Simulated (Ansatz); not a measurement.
Here is the system:

LiTaO3:
```cif
data_LiO3Ta
_chemical_formula_sum 'Ta1 Li1 O3'
_space_group_name_H-M_alt 'P4mm'
_space_group_IT_number 99
_space_group_name_Hall 'P 4 -2'
_cell_length_a 3.91993
_cell_length_b 3.91993
_cell_length_c 4.00237
_cell_angle_alpha 90.000
_cell_angle_beta 90.000
_cell_angle_gamma 90.000
loop_
_atom_site_label
_atom_site_type_symbol
_atom_site_symmetry_multiplicity
_atom_site_Wyckoff_symbol
_atom_site_fract_x
_atom_site_fract_y
_atom_site_fract_z
_atom_site_occupancy
Ta1 Ta 1 b 0.50000 0.50000 0.40910 1
Li1 Li 1 a 0.00000 0.00000 0.15094 1
O1 O 1 b 0.50000 0.50000 0.86630 1
O2 O 2 c 0.00000 0.50000 0.33983 1
```

This is the PBEsol-relaxed structure.

Question: All from the program Ansatz at the PBEsol level (PAW), unless another level is named. Estimate the hole effective mass with spin–orbit coupling.

Answer: 1.2, 2.1, 2.2 mₑ (principal values).

Question: Predict the HSE06 gap on the PBEsol cell.

Answer: 3.75 eV.

Question: And the conduction-band minimum?

Answer: at Γ.

Question: Next, the valence-band maximum?

Answer: at R.

The start of the workflow was typed in or built on a structure type; neither database checked (COD, Materials Project) lists it. It is not the phase usual at ambient conditions (space group No. 161). The PBEsol relaxation kept the symmetry of its start. At this level the phase is dynamically unstable (imaginary phonons). No spin polarisation was allowed. Spin–orbit coupling is left out wherever it is not named.

Potentials: the later of the program's two PAW sets.
